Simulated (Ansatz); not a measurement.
Relaxed-ion elastic tensor of PtW (L1₀ or tetragonal B2, P4/mmm) in GPa (Voigt order), PBEsol (plane waves, PAW; program Ansatz); density 20.84 g/cm³, 15.10 Å³ per atom.

|  | 1 | 2 | 3 | 4 | 5 | 6 |
|---|---|---|---|---|---|---|
| 1 | 648 | 95.0 | 225 | 0.0 | 0.0 | 0.0 |
| 2 | 95.0 | 648 | 225 | 0.0 | 0.0 | 0.0 |
| 3 | 225 | 225 | 519 | 0.0 | 0.0 | 0.0 |
| 4 | 0.0 | 0.0 | 0.0 | 207 | 0.0 | 0.0 |
| 5 | 0.0 | 0.0 | 0.0 | 0.0 | 207 | 0.0 |
| 6 | 0.0 | 0.0 | 0.0 | 0.0 | 0.0 | 70.0 |

### Question
Is the crystal mechanically stable?

### Answer
Yes: the smallest eigenvalue of C is 70.0 GPa.

### Question
Work out the Voigt, Reuss and Hill averages.

### Answer
K_V = 323, K_R = 323, K_H = 323; G_V = 181, G_R = 145, G_H = 163 GPa.

### Question
Give Young's modulus, Poisson's ratio, Pugh's ratio and the universal anisotropy index.

### Answer
E = 9KG/(3K + G) = 419 GPa; ν = 0.28; K/G = 1.98 (ductile by the Pugh limit of 1.75); A_U = 5G_V/G_R + K_V/K_R − 6 = 1.24.

### Question
Estimate the sound speeds and the Debye temperature.

### Answer
v_l = √((K + 4G/3)/ρ) = 5090 m/s, v_t = √(G/ρ) = 2800 m/s, mean 3120 m/s; Θ = (h/k)(3n/4πV)^(1/3) v_m = 376 K.

### Question
How much does each axis shrink under pressure?

### Answer
Linear compressibilities β_i = Σ_j S_ij (j = 1 to 3): x 1.0, y 1.0, z 1.0 per TPa.

The start of the workflow was typed in or built on a structure type; neither database checked (COD, Materials Project) lists it. Its standing as an ambient phase is unchecked. Symmetry was held in the PBEsol relaxation; whether a distortion lowers the energy is not shown. No spin polarisation was allowed. As this level gives no gap, shear constants depend on the k-mesh and smearing (Fermi–Dirac, 0.1 eV here). On the denser mesh and wider smearing of the elastic run this cell carries a stress of 0.3 GPa. Scalar-relativistic: spin–orbit coupling is off unless named, which matters more the heavier the elements.

Potentials: the later of the program's two PAW sets.
